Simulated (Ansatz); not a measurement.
Consider the following.

Starting cell, SiC (zinc blende):

```xyz
2
Lattice="0.0000 2.1784 2.1784 2.1784 0.0000 2.1784 2.1784 2.1784 0.0000" Properties=species:S:1:pos:R:3 pbc="T T T"
C      3.2676     3.2676     3.2676
Si     0.0000     0.0000     0.0000
```

In each cell atom 2 (Si, nearest neighbour C at 1.887 Å; its periodic images, 3.1 Å or more away, move with it) moves by s·(0.577, 0.577, 0.577) (along Cartesian [111]), the rest being held.

The numbers are results of PBEsol (plane waves to 420 eV, PAW, scalar-relativistic; Ansatz, an electronic-structure program), not measurements. k mesh 10×10×10 (Γ-centred), Fermi-Dirac smearing 0.05 eV. Energies are smeared free energies. Left out: 1 of 11 points, with atoms too close for the PAW data. As the smearing reaches across the gap at some points, energies and forces of such displacements shift with the k mesh and the smearing. SiC was relaxed with its symmetry unable to fall. The zero of ΔE is the undisplaced structure.

The scan covers s from -0.456 to 0.570 Å in 10 points.

Problem. Is this a single well or a double well?

Solution. A single well with its minimum at or next to zero displacement.

Problem. Is the energy the same for displacements of ±0.456 Å, and if not, which side lies higher?

Solution. Not even: the negative side lies higher at ±0.456 Å. With its periodic images moving along, the atom's site symmetry in this cell is -43m.

Problem. What force acts on the atom along the line at s = -0.456 Å?

Solution. 22.6 eV/Å.

Problem. What is the energy change at s = 0.570 Å?

Solution. 1235 meV/cell.

Problem. What is the force constant k = d²E/ds² of this move at s = 0?

Solution. 19.1 eV/Å².

(A displaced cell: forces are minus the slopes of the energy, force constants its curvatures, and phonons follow from these.)
